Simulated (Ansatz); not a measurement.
A generator proposed this cell of Al2BN3.

```cif
data_structure
_symmetry_space_group_name_H-M 'P3m1'
_symmetry_Int_Tables_number 156
_cell_length_a 3.2046
_cell_length_b 3.2046
_cell_length_c 7.8497
_cell_angle_alpha 90.000
_cell_angle_beta 90.000
_cell_angle_gamma 120.000
_cell_volume 69.81
loop_
_atom_site_label
_atom_site_type_symbol
_atom_site_symmetry_multiplicity
_atom_site_Wyckoff_symbol
_atom_site_fract_x
_atom_site_fract_y
_atom_site_fract_z
_atom_site_occupancy
Al1 Al 1 b 0.33333 0.66667 0.00000 1
Al2 Al 1 c 0.66667 0.33333 0.66667 1
B1 B 1 a 0.00000 0.00000 0.33333 1
N1 N 1 b 0.33333 0.66667 0.75000 1
N2 N 1 c 0.66667 0.33333 0.41667 1
N3 N 1 a 0.00000 0.00000 0.08333 1
```

All numbers below come from DFT PBE, scalar-relativistic, plane waves, PAW in Ansatz 0.2.0. Settings: cutoff 420 eV, Γ-centred mesh 6×6×2 on the computed 6-atom cell, Gaussian smearing of 0.10 eV; no spin polarisation.

Formation energies are uncorrected and refer to the elements' standard structures at the same level (N₂ as a molecule).

Question: What does a single point on this coarse mesh give?

Answer: The pressure is -31.2 GPa (the mean over three directions, positive in compression), the largest force is 1.95 eV/Å, and the energy is −0.57 eV/atom against the elements. The shortest distance is 1.96 Å.

Question: How much does it gain on relaxing, and where does it end?

Answer: Relaxing gains about 0.42 eV/atom in 13 ionic steps and ends at −0.995 eV/atom on the finer mesh. The symmetry stays P3m1 (No. 156). The volume per atom shrinks by 21.4 %, from 11.6 to 9.1 Å³. The shortest distance goes from 1.96 Å (Al–N and B–N) to 1.52 Å (B–N). Conventional cell: a = 2.959 Å, c = 7.234 Å. Around Al on its first site lie 4 N at 1.85–1.87 Å; around B lie 1 N at 1.52 Å and 3 N at 1.79 Å; N on its first site has 4 Al at 1.85–1.87 Å; 3 more sites not described.

The last run used a 12×12×4 mesh (in the run's order of axes) for its 6-atom cell and Gaussian smearing of 0.02 eV. The relaxation can't lower the symmetry of the start. A structure relaxed within its symmetry needn't be a true minimum. Another cell of Al2BN3 relaxed alike, in Cm, lies 105 meV/atom lower, so this cell isn't the stable form at this level.
